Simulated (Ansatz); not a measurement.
Theory: DFT PBE, scalar-relativistic, plane waves, PAW (Ansatz 0.2.0). Settings of the last relaxation (9-atom cell): 420 eV, 6×6×4 k points, Gaussian smearing of 0.02 eV, no spin polarisation.

Formation energies are uncorrected and count from the elements' standard states at the same level.

Question: Suggest a trial structure for a trigonal semiconductor that holds S and 2 more elements, with a gap near 1.2 eV, a formation energy near −0.31 eV/atom and a density near 5.5 g/cm³, in a cell of 9 atoms. Its symmetry should be P-31m (No. 162).

Answer: PdPt₂S₆, space group P-31m (No. 162). Around Pd lie 6 S at 2.40 Å; Pt is surrounded by 6 S at 2.40 Å; around S lie 2 Pt at 2.40 Å and 1 Pd at 2.40 Å.

```
CELL_PARAMETERS angstrom
6.18462 0.00000 0.00000
-3.09231 5.35604 0.00000
0.00000 0.00000 6.31691
ATOMIC_POSITIONS crystal
Pd 0.00000 0.00000 0.00000
Pt 0.66667 0.33333 0.00000
Pt 0.33333 0.66667 0.00000
S 0.00000 0.33376 0.19490
S 0.66624 0.66624 0.19490
S 0.33376 0.00000 0.19490
S 0.33376 0.33376 0.80510
S 0.00000 0.66624 0.80510
S 0.66624 0.00000 0.80510
```

- Volume per atom: 23.2 Å³
- Density: 5.5 g/cm³
- Energy over the elements: −0.310 eV/atom
- Gap on the 6×6×4 mesh of the 9-atom cell: 1.17 eV

The structure comes from a generated guess, relaxed at this level; another structure or a mixture of phases may lie lower. The answer needn't be unique; the calculation gave this one.

No dispersion correction is applied, so the spacing and binding between layers, chains or molecules are poorly described. Spin–orbit coupling, which can matter for Pt, is left out. Kohn–Sham gaps at this level usually fall short of measured ones. The reference form of S is held partly by dispersion forces, which this level lacks. A structure relaxed within its symmetry needn't be a true minimum.
